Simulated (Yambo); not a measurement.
**How GW settings move the gap: LiNO3**

G0W0@PBEsol for LiNO$_{3}$ (space group R-3c, No. 167) in Yambo. Reference settings: 4×4×4 Γ-centred k mesh, bands 3 to 109 and a 6 Ry block in the screening, 109 bands in G with the Bruneval-Gonze terminator, plasmon pole fitted at 27.2 eV. The PBEsol gap F → (0.25, 0.25, 0.25) on this mesh is 3.05 eV; G0W0 gaps are taken between the same points.

```json
[
 {"change from the reference": "reference settings", "G0W0 gap F → (0.25, 0.25, 0.25) (eV)": "7.04", "shift of the valence edge (eV)": "-1.62"},
 {"change from the reference": "59 bands in W", "G0W0 gap F → (0.25, 0.25, 0.25) (eV)": "7.18", "shift of the valence edge (eV)": "-1.60"},
 {"change from the reference": "5 Ry block", "G0W0 gap F → (0.25, 0.25, 0.25) (eV)": "7.08", "shift of the valence edge (eV)": "-1.64"},
 {"change from the reference": "50 bands in G, no terminator", "G0W0 gap F → (0.25, 0.25, 0.25) (eV)": "7.18", "shift of the valence edge (eV)": "-1.00"}
]
```

The reference isn't shown to be the converged limit.

Geometry of the Materials Project entry, not relaxed at this level; primitive cell a = b = c = 5.628 Å, α = β = γ = 48.85°.

The structure is a Materials Project entry; no match was found in the copy of COD used, and its stability was not checked.

A shift is the quasiparticle energy of the state minus its PBEsol energy.
